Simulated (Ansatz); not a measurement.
Li$_{2}$Ga:
Space group Cmcm (No. 63); a = 4.4931 Å, b = 9.4502 Å, c = 4.3099 Å, α = β = γ = 90.00°

```tsv
atom	site	symmetry	x	y	z
Li	4c	m2m	0.0000	0.4124	0.2500
Ga	4c	m2m	0.0000	0.0760	0.2500
Li	4c	m2m	0.0000	0.2391	0.7500
```
(The calculation used a cell of 6 atoms; values per cell refer to that cell.)

Relaxed at zero pressure with r²SCAN in the plane-wave PAW code Ansatz.

The volume is raised by 9 % and shape and atoms relax at that volume. What pressure results, and how do the axes share the change?

-2.5 GPa; a 3.2 %, b 3.6 %, c 1.9 %; the energy rises by 11 meV/atom.

Give the new structure.


Space group Cmcm (No. 63); a = 4.6362 Å, b = 9.7936 Å, c = 4.3932 Å, α = 90.00°, β = 90.00°, γ = 90.00°

```json
[
 {"atom": "Li", "site": "4c", "symmetry": "m2m", "x": "0.0000", "y": "0.4149", "z": "0.2500"},
 {"atom": "Ga", "site": "4c", "symmetry": "m2m", "x": "0.0000", "y": "0.0735", "z": "0.2500"},
 {"atom": "Li", "site": "4c", "symmetry": "m2m", "x": "0.0000", "y": "0.2372", "z": "0.7500"}
]
```

The phase is kept; no other phase was compared at this pressure.

The workflow started from an entry of the Crystallography Open Database (COD). Whether it is the stable phase at ambient conditions was not checked. Symmetry was held in the r²SCAN relaxation; its stability against distortions is not shown here. Axis ratios of metals converge slowly with the k-mesh, so a and c are less sure than the volume.

Potentials: the later of the program's two PAW sets.
